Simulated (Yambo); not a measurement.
Li4WO5 (space group I4, No. 79), G0W0@LDA in Yambo with this input:

```
rim_cut
gw0
dyson
el_el_corr
HF_and_locXC
ppa
em1d
RandQpts= 1000000
RandGvec= 1 Ry
EXXRLvcs= 84 Ry
VXCRLvcs= 336 Ry
Chimod= "HARTREE"
% BndsRnXp
 6 | 106 |
%
NGsBlkXp= 6 Ry
% LongDrXp
 1.0 | 1.0 | 1.0 |
%
PPAPntXp= 27.2114 eV
% GbndRnge
 1 | 106 |
%
GTermKind= "BG"
DysSolver= "n"
ExtendOut
```

On a 4×4×4 mesh, with wavefunctions cut at 84 Ry, the gap ((0.25, -0.25, 0.25) → X) is 5.425 eV and the valence edge shifts by -0.658 eV.

Task: What happens with this change: exchange cut at 20 Ry?

Result: The gap falls by 0.124 eV, to 5.301 eV; the shift of the valence edge becomes -0.319 eV. Neither run is shown to be the converged limit.

Spin-orbit coupling is not included.

Geometry of the Materials Project entry, not relaxed at this level; primitive cell a = 5.0593 Å, b = 5.0593 Å, c = 5.0593 Å, α = 99.48°, β = 99.48°, γ = 132.12°.

The structure is a Materials Project entry; no match was found in the copy of COD used, and its stability was not checked.

A shift is the quasiparticle energy of the state minus its LDA energy.
